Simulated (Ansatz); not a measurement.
GaN:
```
GaN
1.0
    3.12461     0.00000     0.00000
   -1.56230     2.70599     0.00000
    0.00000     0.00000     7.37131
Ga N
3 3
Cartesian
  1.56230   0.00000   3.68565
 -0.78115   1.35299   1.22855
  0.78115   1.35299   6.14275
  1.56230   0.00000   0.00000
 -0.78115   1.35299   4.91420
  0.78115   1.35299   2.45710
```

Relaxed with r²SCAN.

Map the electron localisation function on the plane through (0.000, 0.500, 0.167) spanned by u = [1, 0, 0] and v = [0, 0, 1] in lattice vectors, from the program Ansatz at the r²SCAN level (PAW).

x is the fraction of u, y of v (the angle between them is 90°; rows are the nearest grid lines); atoms in the plane: Ga at (0.00, 0.00), Ga at (0.50, 0.67), N at (0.00, 0.50), N at (0.50, 0.17).
```
|90012223332221009|
|01122111111122110|
|11222111111122211|
|22222211111222222|
|22222221112222222|
|11122222222222111|
|11112211111221111|
|11122210001222111|
|54322100100122345|
|77642210101224677|
|78886322222368887|
|12688632223688621|
|12677642124677621|
|77776421112467777|
|76642111111124667|
|54321111211112345|
|11112356665321111|
|11124577877542111|
|11257776567775211|
|22468862126886422|
|22358874347885322|
|11234788888743211|
|01123577777532110|
|90012223332221009|
```
Scale: ten equal steps from -0.069 (start of '0') to 1.00 (end of '9'), in the order '0123456789'; x runs from 0.000 to 1.00, y from 0.000 (bottom) to 1.00 (top).

The density is the valence pseudo-density with augmentation charge, so density and ELF within about 1 Å of a nucleus are not all-electron values.

Space group P6_222. The start of the workflow was typed in or built on a structure type; neither database checked (COD, Materials Project) lists it. It is not the phase usual at ambient conditions (space group No. 186, 216). The cell was relaxed with r²SCAN under the symmetry of its start; its stability against distortions is not shown here.

Potentials: the later of the program's two PAW sets.
